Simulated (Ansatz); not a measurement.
BN (zinc blende, space group No. 216), r²SCAN (plane waves, PAW; program Ansatz): ε∞ = 4.46, cell volume 11.75 Å³. Infrared-active transverse modes:

| ω_TO (cm⁻¹) | oscillator strength S_xx (e²/amu) |
|---|---|
| 1042.4 | 0.6435 |

Problem. Compute the static dielectric constant.

Solution. Each mode adds (4.921e7/V) S/ω²: 2.48. So ε0 = 6.94.

Problem. What LO frequency does the Lyddane–Sachs–Teller relation give?

Solution. ω_LO = ω_TO √(ε0/ε∞) = 1301 cm⁻¹.

Space group F-43m (zinc blende). The cell was relaxed with r²SCAN under the symmetry of its start; phonons on a q-mesh show no instability.

Potentials: the earlier of the program's two PAW sets.
